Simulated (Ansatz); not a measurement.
Crystals of one structure type (rock salt) and one family of elements, relaxed and computed with the program Ansatz at the LDA level (PAW).

```csv
crystal,V (Å³/atom),K_Hill (GPa)
LiF,7.47,86.9
LiBr,18.71,33.3
KCl,28.04,24.3
NaI,30.66,20.8
KBr,32.33,20.3
RbCl,32.43,21.8
RbBr,37.05,?
```

**Question.** Fit a straight line to ln K against ln V and predict the withheld value.

**Answer.** Least squares on the 6 shown rows: ln K = -0.97 × ln V + (6.397), with a scatter of 4 %. For RbBr this gives 18.0. The run itself gave 18.4, within the scatter.

All cells were relaxed under the symmetry of their starts (and spin orders); stability against distortions was not tested throughout. Spin–orbit coupling is left out wherever it is not named.

Potentials: the later of the program's two PAW sets.
